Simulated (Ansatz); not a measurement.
# MnSn2: which magnetic state is lowest?

These are results of DFT PBEsol, scalar-relativistic, plane waves, PAW (Ansatz), not measurements.

```yaml
crystal:
  lattice:
    - [-3.32300, 3.32300, 2.71250]
    - [3.32300, -3.32300, 2.71250]
    - [3.32300, 3.32300, -2.71250]
  atoms:
    - { symbol: Mn, position: [0.75000, 0.75000, 0.00000] }
    - { symbol: Mn, position: [0.25000, 0.25000, 0.00000] }
    - { symbol: Sn, position: [0.15900, 0.65900, 0.81800] }
    - { symbol: Sn, position: [0.65900, 0.84100, 0.50000] }
    - { symbol: Sn, position: [0.84100, 0.34100, 0.18200] }
    - { symbol: Sn, position: [0.34100, 0.15900, 0.50000] }
```

```
plane-wave cutoff                               : 420 eV
Γ-centred k-mesh                                : 8×8×8
occupation rule                                 : Gaussian smearing, 0.1 eV
list of starting moments (μB, in atom order)    : 4 4 0 0 0 0
check for lower electronic states after the SCF : off
```

All runs keep this geometry, which isn't relaxed for the lowest state (largest force there 0.479 eV/Å, pressure -5.0 GPa); relaxing each order would shift the differences by some 39 meV/atom, going by the pressures and a bulk modulus of about 150 GPa. Signs run over the atoms with starting moments. The large starts are 5 5 0 0 0 0 μB. The small starts are 0.5 0.5 0 0 0 0 μB. Site moments are spin moments in atom-centred spheres that scale with the neighbour distance. The states are those that the runs reached from these starts; a lower one can exist.

Task: Starts tried: no spin; ferromagnetic; large parallel starting moments; antiferromagnetic in the cell, signs +-; small parallel starting moments. Which state comes out lowest, and what are the moments?

Result: The lowest state is ferromagnetic, reached from the start “ferromagnetic” and the start “large parallel starting moments” and the start “small parallel starting moments”, with site moments (μB) Mn +2.46 (×2), Sn -0.08 (×4).

```csv
start,ends,energy above lowest (meV/atom),site moments (μB),gap on mesh (eV),P (GPa)
no spin,non-magnetic,132,none over 0.05,metal,-10.0
ferromagnetic,ferromagnetic,0.00,"Mn +2.46 (×2), Sn -0.08 (×4)",metal,-5.0
large parallel starting moments,ferromagnetic,0.00,"Mn +2.46 (×2), Sn -0.08 (×4)",metal,-5.0
"antiferromagnetic in the cell, signs +-",antiferromagnetic,33.6,"Mn +2.79, Mn -2.79",metal,-2.4
small parallel starting moments,ferromagnetic,0.00,"Mn +2.46 (×2), Sn -0.08 (×4)",metal,-5.0
```